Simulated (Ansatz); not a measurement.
LiF:
```
CELL_PARAMETERS angstrom
      0.00000     1.95445     1.95445
      1.95445     0.00000     1.95445
      1.95445     1.95445     0.00000
ATOMIC_POSITIONS crystal
  Li 0.00000 0.00000 0.00000
  F  0.50000 0.50000 0.50000
```

Relaxed with LDA. Special points in fractions of this cell's reciprocal vectors: Γ (0.000, 0.000, 0.000); X (0.500, 0.000, 0.500); U (0.625, 0.250, 0.625); K (0.375, 0.375, 0.750); L (0.500, 0.500, 0.500); W (0.500, 0.250, 0.750).

Question: List the band energies nearest the valence-band maximum at these points for plane-wave PAW LDA (Ansatz code).

Answer: In eV from the valence-band maximum; about four levels below and three above (degenerate sets whole), none deeper than 8.9 eV; … stands for higher levels left out; points with the same levels are listed once.

```
k              below    above
-  -----------------  -------
Γ     0.00 0.00 0.00   9.70 …
X  -3.53 -1.18 -1.18  15.28 …
U  -2.94 -1.81 -0.87  14.70 …
L  -2.86 -0.26 -0.26  10.87 …
W  -2.45 -2.45 -0.90        …
```

Space group Fm-3m (rock salt). The LDA relaxation kept the symmetry of its start; phonons on a q-mesh show no instability.

Potentials: the later of the program's two PAW sets.
